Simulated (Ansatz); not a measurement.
**Data sheet: AlN (DFT)**

AlN:
```cif
data_AlN
_chemical_formula_sum 'Al1 N1'
_space_group_name_H-M_alt 'Pm-3m'
_space_group_IT_number 221
_space_group_name_Hall '-P 4 2 3'
_cell_length_a 2.58498
_cell_length_b 2.58498
_cell_length_c 2.58498
_cell_angle_alpha 90.000
_cell_angle_beta 90.000
_cell_angle_gamma 90.000
loop_
_atom_site_label
_atom_site_type_symbol
_atom_site_symmetry_multiplicity
_atom_site_Wyckoff_symbol
_atom_site_fract_x
_atom_site_fract_y
_atom_site_fract_z
_atom_site_occupancy
Al1 Al 1 a 0.00000 0.00000 0.00000 1
N1 N 1 b 0.50000 0.50000 0.50000 1
```

Space group Pm-3m (No. 221), CsCl type; conventional cell a = b = c = 2.585 Å, α = β = γ = 90.00°.

Method: r²SCAN in the plane-wave PAW code Ansatz. Geometry: relaxed at this level of theory. Other levels are named where they apply.

**Cell and energy**

```
Quantity                                                      Value
-----------------------------------------------------  ------------
Volume per atom                                             8.64 Å³
Density                                                  3.94 g/cm³
Formation energy from the elements (no fitted shifts)  0.28 eV/atom
```

**Electronic structure**

```
Property                                                                    Result
------------------------------------  --------------------------------------------
Electronic character                                             metallic (no gap)
Density of states at the Fermi level  0.20 states/eV per atom (mean over ±0.08 eV)
```

**Mechanics**

```
Property                                                               Result
-------------------------------------  --------------------------------------
Bulk modulus (Birch–Murnaghan fit)                                    216 GPa
Pressure derivative B′                                                    4.1
Elastic constants (relaxed ions, GPa)      C11 = 738, C12 = -46.1, C44 = -163
Mechanical stability                   unstable (C has a negative eigenvalue)
```

**Charges**

```
Property                     Value
-------------  -------------------
Bader charges  Al +2.43, N -2.43 e
```

The cell is a constructed one: a structure type filled with these elements; neither database checked (COD, Materials Project) lists it. It is not the phase usual at ambient conditions (space group No. 186, 216). The cell was relaxed with r²SCAN under the symmetry of its start. As this level gives no gap, shear constants depend on the k-mesh and smearing (Fermi–Dirac, 0.1 eV here). The references are the lowest solids computed at this level, not always the standard phases (solids in place of the gases).

Potentials: the earlier of the program's two PAW sets. The files were generated under PBE; for other functionals the program regenerates the frozen cores, and for LDA and PBEsol the local potential too.
